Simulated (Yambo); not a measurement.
A BSE run in Yambo for SrCl2 (fluorite, space group Fm-3m, No. 225) (PBEsol bands; 8×8×8 mesh, 3 valence and 6 conduction bands, static screening with 42 bands and a 4 Ry block, scissor 2.74 eV, Tamm-Dancoff; field along x) gives:

```json
[
 {"state": "1", "energy (eV)": "7.41", "states within 2 meV": "2", "relative strength": "< 0.01", "class": "dark"},
 {"state": "2", "energy (eV)": "7.50", "states within 2 meV": "1", "relative strength": "< 0.01", "class": "dark"},
 {"state": "3", "energy (eV)": "7.63", "states within 2 meV": "3", "relative strength": "< 0.01", "class": "dark"},
 {"state": "4", "energy (eV)": "7.73", "states within 2 meV": "3", "relative strength": "< 0.01", "class": "dark"},
 {"state": "5", "energy (eV)": "7.80", "states within 2 meV": "5", "relative strength": "1.00", "class": "strong"}
]
```

Problem. What changes when the window shrinks to 3 valence and 3 conduction bands?

Solution. The lowest state goes from 7.411 eV to 7.416 eV, and its distance below the direct gap from 0.672 eV to 0.667 eV. These are vertical excitations (zero momentum); the indirect quasiparticle gap, about 7.70 eV, is smaller than the direct one (8.08 eV on the GW mesh). The scissor comes from a G0W0 run whose convergence isn't established.

Geometry relaxed with PBEsol; primitive cell a = b = c = 4.883 Å, α = β = γ = 60.00°.
